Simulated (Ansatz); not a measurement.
The relaxed structure here is a generated cell of Y2Si: the first start was made by placing the elements on the sites of a structure type, and the end was not matched to a known phase here, so it may be hypothetical.

Relaxation of a generated cell, Y2Si built in the AFLOW prototype A2B_tP6_136_f_a (C4, as in TiO2); 6 atoms in the cell, which starts as P4₂/mnm (No. 136), tP6; a = b = 6.168 Å, c = 3.972 Å, α = β = γ = 90.00°. All values below come from r2SCAN (plane waves to 500 eV, PAW, scalar-relativistic; Ansatz, a program for electronic structure). Γ-centred k-mesh 4×4×6 on the run's cell (coarser than for final values), Fermi–Dirac smearing 0.05 eV. This is the first round of the run. 

The optimiser's lines from the output (shortened; P is positive under compression):

```
relax step   1: F+E_penalty+E_count = -16717.45444563 eV  Δ(F+E_penalty+E_count) = +0.000e0 eV  max|allowed force component| = 8.208e-1 eV/Å  Δτ_max = 0.0000 Å  P = +19.251 GPa  Ω = 151.113 Å³  (8 SCF iters, dr2 threshold 1.00e-7 eV, accepted)
relax step   2: F+E_penalty+E_count = -16719.13063773 eV  Δ(F+E_penalty+E_count) = -1.676e0 eV  max|allowed force component| = 9.604e-2 eV/Å  Δτ_max = 0.0582 Å  P = +5.907 GPa  Ω = 172.164 Å³  (8 SCF iters, dr2 threshold 6.00e-7 eV, accepted)
relax step   3: F+E_penalty+E_count = -16719.41129786 eV  Δ(F+E_penalty+E_count) = -2.807e-1 eV  max|allowed force component| = 2.511e-2 eV/Å  Δτ_max = 0.0067 Å  P = -0.362 GPa  Ω = 189.128 Å³  (8 SCF iters, dr2 threshold 6.00e-7 eV, accepted)
relax step   4: F+E_penalty+E_count = -16719.41434059 eV  Δ(F+E_penalty+E_count) = -3.043e-3 eV  max|allowed force component| = 1.366e-3 eV/Å  Δτ_max = 0.0093 Å  P = -0.077 GPa  Ω = 188.089 Å³  (6 SCF iters, dr2 threshold 5.22e-7 eV, accepted)
relax step   5: F+E_penalty+E_count = -16719.41469848 eV  Δ(F+E_penalty+E_count) = -3.579e-4 eV  max|allowed force component| = 2.512e-4 eV/Å  Δτ_max = 0.0024 Å  P = -0.005 GPa  Ω = 187.828 Å³  (6 SCF iters, dr2 threshold 6.58e-8 eV, accepted)
relax step   6: F+E_penalty+E_count = -16719.41473907 eV  Δ(F+E_penalty+E_count) = -4.059e-5 eV  max|allowed force component| = 8.558e-5 eV/Å  Δτ_max = 0.0013 Å  P = -0.004 GPa  Ω = 187.808 Å³  (6 SCF iters, dr2 threshold 2.88e-9 eV, accepted)
relax step   7: F+E_penalty+E_count = -16719.42236524 eV  Δ(F+E_penalty+E_count) = -7.626e-3 eV  max|allowed force component| = 3.280e-4 eV/Å  Δτ_max = 0.0000 Å  P = +0.001 GPa  Ω = 187.808 Å³  stress off target by 3.30e-3 GPa  SCF on the basis re-selected at this cell (its energy is not comparable with the rows above)  (7 SCF iters)
```

From the first to the last row the energy changes by -0.33 eV/atom and the volume by +24.3 %. The last row is marked as not comparable with the walk above it, whose basis was carried along; it does compare with step 1, since both stand on a basis selected at the nominal cutoff for their own cell.

Later rounds, restarted from the end of this one on a renewed k-mesh, logged 4 more steps and released under 0.01 eV/atom more. The final structure after all rounds: P4₂/mnm (No. 136), tP6, AFLOW prototype A2B_tP6_136_f_a (C4, as in TiO2); a = 6.6831 Å, b = 6.6831 Å, c = 4.2079 Å, α = 90.00°, β = 90.00°, γ = 90.00°. Between re-selections the logged energies stand on a plane-wave basis carried along with the cell. No spin polarisation in the result.

The run could not lower the symmetry of its start; a shaken copy of this end point relaxes with r2SCAN to Cmcm (No. 63), 0.24 eV/atom lower.
